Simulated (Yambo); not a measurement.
Optical response of N

```
CELL_PARAMETERS angstrom
      4.08406     0.00000     0.00000
      0.00000     4.08406     0.00000
      0.00000     0.00000     5.34591
ATOMIC_POSITIONS crystal
  N  0.90428 0.90428 0.00000
  N  0.09572 0.09572 0.00000
  N  0.59572 0.40428 0.50000
  N  0.40428 0.59572 0.50000
```

Yambo, RPA with local fields on PBEsol bands shifted by a G0W0 scissor of 6.40 eV; 6×6×4 mesh, 60 bands, 4 Ry local-field block, 0.2 eV broadening; field along x.

| E (eV) | Im ε | Re ε | Im ε, independent particles |
|---|---|---|---|
| 0.0 | 0.00 | 1.45 | 0.00 |
| 0.6 | 0.00 | 1.45 | 0.00 |
| 1.2 | 0.00 | 1.45 | 0.00 |
| 1.9 | 0.00 | 1.46 | 0.00 |
| 2.5 | 0.00 | 1.46 | 0.00 |
| 3.1 | 0.00 | 1.46 | 0.00 |
| 3.8 | 0.00 | 1.47 | 0.00 |
| 4.4 | 0.00 | 1.47 | 0.00 |
| 5.0 | 0.00 | 1.48 | 0.01 |
| 5.6 | 0.00 | 1.48 | 0.01 |
| 6.2 | 0.00 | 1.49 | 0.01 |
| 6.9 | 0.00 | 1.50 | 0.01 |
| 7.5 | 0.00 | 1.51 | 0.01 |
| 8.1 | 0.00 | 1.52 | 0.01 |
| 8.8 | 0.00 | 1.54 | 0.01 |
| 9.4 | 0.01 | 1.55 | 0.02 |
| 10.0 | 0.01 | 1.57 | 0.02 |
| 10.6 | 0.01 | 1.60 | 0.03 |
| 11.2 | 0.01 | 1.63 | 0.03 |
| 11.9 | 0.01 | 1.66 | 0.05 |
| 12.5 | 0.02 | 1.71 | 0.06 |
| 13.1 | 0.03 | 1.77 | 0.10 |
| 13.8 | 0.09 | 1.88 | 0.23 |
| 14.4 | 0.21 | 1.80 | 0.56 |
| 15.0 | 0.19 | 1.82 | 1.51 |
| 15.6 | 0.31 | 1.95 | 5.28 |
| 16.2 | 0.23 | 1.82 | 4.71 |
| 16.9 | 0.19 | 2.02 | 1.86 |
| 17.5 | 0.26 | 2.29 | 1.59 |
| 18.1 | 0.66 | 2.68 | 1.37 |
| 18.8 | 1.30 | 2.40 | 1.10 |
| 19.4 | 1.57 | 2.13 | 0.84 |
| 20.0 | 1.53 | 1.76 | 0.48 |

Structure narrower than a few tenths of an eV can come from the finite k mesh. Convergence of the RPA response with its 6×6×4 mesh was not tested. The scissor comes from a G0W0 run whose convergence isn't established. No excitonic effects at this level.

Geometry of the Materials Project entry, not relaxed at this level.

The structure is a Materials Project entry; no match was found in the copy of COD used, and its stability was not checked.

The distance between layers or molecules is the database entry's, not relaxed here. Functionals without dispersion can leave it too large, which widens gaps and weakens the response across layers: the numbers belong to this cell.
